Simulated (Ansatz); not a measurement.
TiSi$_{2}$:
```
CELL_PARAMETERS angstrom
      1.76364    -6.76098     0.00000
      1.76364     6.76098     0.00000
      0.00000     0.00000     3.56556
ATOMIC_POSITIONS crystal
  Ti 0.89681 0.10319 0.75000
  Ti 0.10319 0.89681 0.25000
  Si 0.55831 0.44169 0.75000
  Si 0.44169 0.55831 0.25000
  Si 0.24976 0.75024 0.75000
  Si 0.75024 0.24976 0.25000
```

Relaxed with r²SCAN. Special points in fractions of this cell's reciprocal vectors: Γ (0.000, 0.000, 0.000); Y (-0.500, 0.500, 0.000); C0 (-0.267, 0.733, 0.000); Σ0 (0.267, 0.267, 0.000); Z (0.000, 0.000, 0.500); A0 (0.267, 0.267, 0.500); E0 (-0.267, 0.733, 0.500); T (-0.500, 0.500, 0.500); S (0.000, 0.500, 0.000); R (0.000, 0.500, 0.500).

### Question
List the band energies nearest the Fermi level at these points for r²SCAN in the plane-wave PAW code Ansatz.

### Answer
In eV from the Fermi level; about four levels below and three above (degenerate sets whole), none deeper than 8.9 eV; points with the same levels are listed once.

```json
[
 {"k": "Γ", "below": "-2.68 -2.27 -2.22 -2.19", "above": "0.48 0.86 0.91"},
 {"k": "Y", "below": "-2.83 -2.62 -2.14 -1.22", "above": "0.40 0.69 0.79"},
 {"k": "C0", "below": "-1.20 -0.77 -0.76 -0.25", "above": "1.29 1.45 1.79"},
 {"k": "Z", "below": "-1.70 -1.70 -0.06 -0.06", "above": "0.88 0.88 1.53 1.53"},
 {"k": "A0", "below": "-3.65 -3.65 -2.55 -2.55", "above": "1.98 1.98 2.14 2.14"},
 {"k": "T", "below": "-2.20 -2.20 -0.94 -0.94", "above": "0.58 0.58 1.88 1.88"},
 {"k": "S", "below": "-1.59 -0.66 -0.63 -0.56", "above": "1.30 1.63 1.87"},
 {"k": "R", "below": "-3.49 -3.49 -2.63 -2.63", "above": "1.93 1.93 2.14 2.14"}
]
```

Space group Cmcm. Symmetry was held in the r²SCAN relaxation. The run is not spin-polarised.

Potentials: the earlier of the program's two PAW sets.
